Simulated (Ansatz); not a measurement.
Theory: DFT PBE, scalar-relativistic, plane waves, PAW in Ansatz. Settings: cutoff 420 eV, Γ-centred meshes spaced at most about 0.3 Å⁻¹, and about 0.25 Å⁻¹ or finer for metals (2π included), Gaussian smearing. No spin polarisation in the final relaxations.

All energies are static (0 K, no zero-point motion). All come from trial cells, and lower structures may exist.

Question: Order these relaxed structures of ZnSn₂N₂ by energy, lowest first, with the energy over the lowest of them.
A.

Space group R-3m:H (No. 166). a = 4.423 Å, b = 4.423 Å, c = 17.092 Å, α = 90.00°, β = 90.00°, γ = 120.00°
```tsv
atom	site	symmetry	x	y	z
Zn	3a	-3m	0.0000	0.0000	0.0000
Sn	6c	3m	0.0000	0.0000	0.7657
N	6c	3m	0.0000	0.0000	0.8907
```

B.

Space group I4/mmm (No. 139). a = 4.502 Å, b = 4.502 Å, c = 8.586 Å, α = 90.00°, β = 90.00°, γ = 90.00°
```json
{"atom": "Zn", "site": "2b", "symmetry": "4/mmm", "x": "0.5000", "y": "0.5000", "z": "0.0000"}
{"atom": "Sn", "site": "4d", "symmetry": "-4m2", "x": "0.0000", "y": "0.5000", "z": "0.2500"}
{"atom": "N", "site": "4c", "symmetry": "mmm.", "x": "0.0000", "y": "0.5000", "z": "0.0000"}
```

C.

Space group P-3m1 (No. 164). a = 3.604 Å, b = 3.604 Å, c = 7.720 Å, α = 90.00°, β = 90.00°, γ = 120.00°
| atom | site | symmetry | x | y | z |
| --- | --- | --- | --- | --- | --- |
| Zn | 1a | -3m. | 0.0000 | 0.0000 | 0.0000 |
| Sn | 2d | 3m. | 0.3333 | 0.6667 | 0.6899 |
| N | 2d | 3m. | 0.3333 | 0.6667 | 0.3848 |

D.

Space group Cmmm (No. 65). a = 6.394 Å, b = 6.795 Å, c = 5.684 Å, α = 90.00°, β = 90.00°, γ = 90.00°
| atom | site | symmetry | x | y | z |
| --- | --- | --- | --- | --- | --- |
| Zn | 2b | mmm | 0.5000 | 0.0000 | 0.0000 |
| Sn | 2d | mmm | 0.0000 | 0.0000 | 0.5000 |
| Sn | 2c | mmm | 0.5000 | 0.0000 | 0.5000 |
| N | 4i | m2m | 0.5000 | 0.5833 | 0.0000 |

Answer: C (0 meV/atom), D (41 meV/atom), A (64 meV/atom), B (451 meV/atom). Forms: C P-3m1; D Cmmm; A R-3m; B I4/mmm. Counting N atoms around Sn and Zn (those within 1.25 times the shortest such distance or 1.15 times the sum of covalent radii, 1.27 where that leaves under three; a plus sign parts nearer from farther groups; the shortest distance is added where it exceeds 1.18 times the sum of covalent radii; a slash parts the counts of unlike sites): C has Zn 6 from 3.6 Å, Sn 3+1; D has Zn 2+4 from 2.8 Å, Sn 4 from 2.9 Å/12+4 from 4.0 Å; A has Zn 2, Sn 1+3; B has Zn 4, Sn 2. D holds N–N pairs as short as in free N₂ molecules (shortest 1.13 Å) (bonds between like non-metal atoms; other contacts aren't counted). Even the lowest lies +0.48 eV/atom against the elements.

Cells relaxed within their symmetry can be saddle points. Some structure types and database cells were kept out of the candidates from the start, so a known form may be missing.
